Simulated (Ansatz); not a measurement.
The start is a relaxed C cell deformed by the Cartesian strain tensor (xx, yy, zz, yz, xz, xy) = (0.020, -0.016, -0.113, 0.056, 0.094, -0.044). Cell shape, volume and atoms are optimised at zero target pressure with r2SCAN (plane waves to 500 eV, PAW, scalar-relativistic; Ansatz, a program for electronic structure). The first steps use a coarse 12×11×13 k-mesh.

Initial structure:
```
CELL_PARAMETERS angstrom
      0.08990     1.85133     1.67866
      1.98306     0.02225     1.74631
      1.73830     1.67421     0.26702
ATOMIC_POSITIONS crystal
  C  0.50000 0.50000 0.50000
  C  0.75000 0.75000 0.75000
```

```yaml
energy_released: 1.19 eV/atom
volume_change: +14.1 %, from 4.94 to 5.64 Å³/atom
Shortest distances (start → end): "The closest pairs of elements (up to four, under 3.6 Å), start → end: C–C 1.29 → 1.54 Å"
band_gap_at_the_end: 4.36 eV, indirect (valence top at Γ, conduction bottom at 71 % of the way from Γ to X) (no spin-orbit coupling)
optimiser_moves: 9
```

Relaxed structure:

Space group Fd-3m, origin choice 1 (No. 227); a = b = c = 3.5603 Å, α = β = γ = 90.00°

```json
[
 {"atom": "C", "site": "8b", "symmetry": "-43m", "x": "0.5000", "y": "0.5000", "z": "0.5000"}
]
```
(The calculation used a cell of 2 atoms; values per cell refer to that cell.)

Final values are on a 16×16×16 k-mesh of the relaxed cell. No spin polarisation in the result.

The run could not lose the symmetry of its start.
